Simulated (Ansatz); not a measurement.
## NMR crystallography of ZnS with Cr replacing Zn: given against relaxed positions

Start: a supercell of ZnS (space group P6_3mc) built from a COD entry (the entry's cell lengths or inner coordinates differ somewhat from later room-temperature determinations), with all atoms left at the host's positions.

Space group P3m1 (No. 156); a = 7.6240, c = 18.6900 Å, γ = 120.00°.

| site | Wyckoff | site symmetry | x | y | z |
| --- | --- | --- | --- | --- | --- |
| Zn1 | 3d | .m. | 0.6667 | 0.8333 | 0.0000 |
| Zn2 | 1c | 3m. | 0.6667 | 0.3333 | 0.0000 |
| Zn5 | 3d | .m. | 0.6667 | 0.8333 | 0.5000 |
| Zn6 | 1c | 3m. | 0.6667 | 0.3333 | 0.5000 |
| Zn9 | 3d | .m. | 0.8333 | 0.1667 | 0.1667 |
| Zn12 | 1b | 3m. | 0.3333 | 0.6667 | 0.1667 |
| Zn13 | 1a | 3m. | 0.0000 | 0.0000 | 0.6667 |
| Zn14 | 3d | .m. | 0.0000 | 0.5000 | 0.6667 |
| Cr | 1a | 3m. | 0.0000 | 0.0000 | 0.3333 |
| Zn18 | 3d | .m. | 0.0000 | 0.5000 | 0.3333 |
| Zn21 | 3d | .m. | 0.8333 | 0.1667 | 0.8333 |
| Zn24 | 1b | 3m. | 0.3333 | 0.6667 | 0.8333 |
| S25 | 3d | .m. | 0.6667 | 0.8333 | 0.1250 |
| S26 | 1c | 3m. | 0.6667 | 0.3333 | 0.1250 |
| S29 | 3d | .m. | 0.6667 | 0.8333 | 0.6250 |
| S30 | 1c | 3m. | 0.6667 | 0.3333 | 0.6250 |
| S33 | 3d | .m. | 0.8333 | 0.1667 | 0.2917 |
| S36 | 1b | 3m. | 0.3333 | 0.6667 | 0.2917 |
| S37 | 1a | 3m. | 0.0000 | 0.0000 | 0.7917 |
| S38 | 3d | .m. | 0.0000 | 0.5000 | 0.7917 |
| S41 | 1a | 3m. | 0.0000 | 0.0000 | 0.4583 |
| S42 | 3d | .m. | 0.0000 | 0.5000 | 0.4583 |
| S45 | 3d | .m. | 0.8333 | 0.1667 | 0.9583 |
| S48 | 1b | 3m. | 0.3333 | 0.6667 | 0.9583 |

One atom of each set is listed.

Method: Kohn–Sham DFT in Ansatz, PBE, plane waves and PAW, scalar-relativistic, collinear spin, 420 eV cutoff, Γ-centred 3×3×1 k-points, Fermi–Dirac smearing 0.01 eV, cell charge +1. Start moments as typed (μB): 3 on each Cr, none on the rest.

The largest force at the start is 0.78 eV/Å. Relaxing the ions at fixed cell moves them by 0.103 Å at most (atom 41, S) and 0.029 Å rms.

| site | moved (Å) | first shell before | first shell after | V_zz before (10²¹ V/m²) | η before |
| --- | --- | --- | --- | --- | --- |
| Zn1 | 0.026 | 4 S at 2.33–2.34 Å | 4 S at 2.33–2.37 Å | 0.63 | 0.08 |
| Zn5 | 0.027 | 4 S at 2.33–2.34 Å | 4 S at 2.31–2.40 Å | 1.34 | 0.49 |
| Zn6 | 0.039 | 4 S at 2.33–2.34 Å | 4 S at 2.31–2.34 Å | -0.73 | 0.00 |
| Zn9 | 0.039 | 4 S at 2.33–2.34 Å | 4 S at 2.32–2.40 Å | 1.82 | 0.27 |
| Cr | 0.040 | 4 S at 2.33–2.34 Å | 4 S at 2.27–2.30 Å | 4.43 | 0.00 |
| Zn18 | 0.050 | 4 S at 2.33–2.34 Å | 4 S at 2.30–2.36 Å | 1.29 | 0.95 |
| S25 | 0.005 | 4 Zn at 2.33–2.34 Å | 4 Zn at 2.32–2.37 Å | -0.40 | 0.89 |
| S33 | 0.035 | 3 Zn at 2.33–2.34 Å, 1 Cr at 2.33 Å | 1 Cr at 2.30 Å, 3 Zn at 2.36–2.40 Å | 0.33 | 0.83 |
| S41 | 0.103 | 3 Zn at 2.33 Å, 1 Cr at 2.34 Å | 1 Cr at 2.27 Å, 3 Zn at 2.40 Å | 2.52 | 0.00 |
| S42 | 0.010 | 4 Zn at 2.33–2.34 Å | 4 Zn at 2.30–2.34 Å | -0.72 | 0.59 |

Problem. What are V_zz and η after the relaxation?

Solution. 

```
site  V_zz after  η after  change of V_zz
 Zn1        1.33     0.04           +0.70
 Zn5        2.62     0.42           +1.28
 Zn6       -1.49     0.00           -0.76
 Zn9        3.19     0.19           +1.37
  Cr        4.64     0.00           +0.21
Zn18       -2.42     0.70               –
 S25       -0.68     0.34           -0.28
 S33        0.66     0.55           +0.33
 S41        2.74     0.00           +0.22
 S42        0.57     0.97               –
```

The largest change of V_zz along a kept axis is on Zn9, from 1.82 to 3.19. In per cent, |V_zz| changes by +5 on Cr, +9 on S (all sites that start above 2). Where |V_zz| stays above 0.1 and the axes keep their order, η moves most on S25, from 0.89 to 0.34. On S45 (not in the table) V_xx and V_yy change places (or their axes turn by over 50°), so the two values of η hide a larger change. V_zz changes sign on S48 (same axis) (not in the table). On Zn18, S42 the largest principal value lies along another axis in the second run, so the two V_zz can't be compared directly. The table leaves out 14 of the 24 sites, with |V_zz| up to 1.81; their tensors move by 0.68 at most along any direction. The statements above cover all sites. The electronic state changes along with the positions (absolute moment from 3.8 to 3.5 μB), so the changes aren't those of geometry alone. The host's own positions weren't relaxed first, so part of the change far from the defect can be the host's relaxation.

The defect repeats with the cell of 48 atoms, so it feels its images: sites between two images don't show the values beside a lone defect, and zeros or small values of η there can come from the images' arrangement. S and Zn carry a gradient in the pure host already, so the values there aren't the defect's effect alone. The partly filled level is held symmetric here, which is probably an artefact: real centres of this kind distort or bind the carrier to one neighbour. A uniform background compensates the cell's charge. The defect cell has no gap above 0.1 eV on its mesh, so the values can hang on the smearing and the k-mesh.
Before: The program didn't check the stability of this electronic state in full, so a lower one may lie near. The neighbours have not yet relaxed around the defect (largest force 0.78 eV/Å), and relaxing can change the values around it severalfold.
After: The relaxation keeps the site symmetry 3m of the start, so the impurity can move only along its axis; a distortion that would localise the partly filled state isn't explored.
